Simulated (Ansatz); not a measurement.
Relaxed-ion elastic tensor of IrO$_{3}$ (ReO3 type, Pm-3m) in GPa (Voigt order), the program Ansatz at the LDA level (PAW); density 7.81 g/cm³, 12.77 Å³ per atom.

```json
[
 {"": "1", "1": "566", "2": "71.6", "3": "71.6", "4": "0.0", "5": "0.0", "6": "0.0"},
 {"": "2", "1": "71.6", "2": "566", "3": "71.6", "4": "0.0", "5": "0.0", "6": "0.0"},
 {"": "3", "1": "71.6", "2": "71.6", "3": "566", "4": "0.0", "5": "0.0", "6": "0.0"},
 {"": "4", "1": "0.0", "2": "0.0", "3": "0.0", "4": "63.0", "5": "0.0", "6": "0.0"},
 {"": "5", "1": "0.0", "2": "0.0", "3": "0.0", "4": "0.0", "5": "63.0", "6": "0.0"},
 {"": "6", "1": "0.0", "2": "0.0", "3": "0.0", "4": "0.0", "5": "0.0", "6": "63.0"}
]
```

### Question
Is the crystal mechanically stable?

### Answer
Yes: the smallest eigenvalue of C is 63.0 GPa.

### Question
Work out the Voigt, Reuss and Hill averages.

### Answer
K_V = 237, K_R = 237, K_H = 237; G_V = 137, G_R = 89.7, G_H = 113 GPa.

### Question
Give Young's modulus, Poisson's ratio, Pugh's ratio and the universal anisotropy index.

### Answer
E = 9KG/(3K + G) = 293 GPa; ν = 0.29; K/G = 2.09 (ductile by the Pugh limit of 1.75); A_U = 5G_V/G_R + K_V/K_R − 6 = 2.62.

### Question
Estimate the sound speeds and the Debye temperature.

### Answer
v_l = √((K + 4G/3)/ρ) = 7040 m/s, v_t = √(G/ρ) = 3810 m/s, mean 4250 m/s; Θ = (h/k)(3n/4πV)^(1/3) v_m = 541 K.

### Question
Give the Zener ratio and Young's modulus along [100], [110] and [111].

### Answer
A = 2C44/(C11 − C12) = 0.25; 1/E = S11 − 2(S11 − S12 − S44/2)Γ with Γ = 0, 1/4, 1/3 gives 550, 209, 174 GPa.

The workflow started from a Materials Project entry (that database holds measured and hypothetical structures alike); the Crystallography Open Database copy checked does not list it. Its standing as an ambient phase is unchecked. Symmetry was held in the LDA relaxation; its stability against distortions is not shown here. No spin polarisation was allowed. With an odd number of electrons in the cell and no spin polarisation, the count alone makes it a metal. As this level gives no gap, shear constants depend on the k-mesh and smearing (Fermi–Dirac, 0.1 eV here). Scalar-relativistic: spin–orbit coupling is off unless named, which matters more the heavier the elements.

Potentials: the later of the program's two PAW sets.
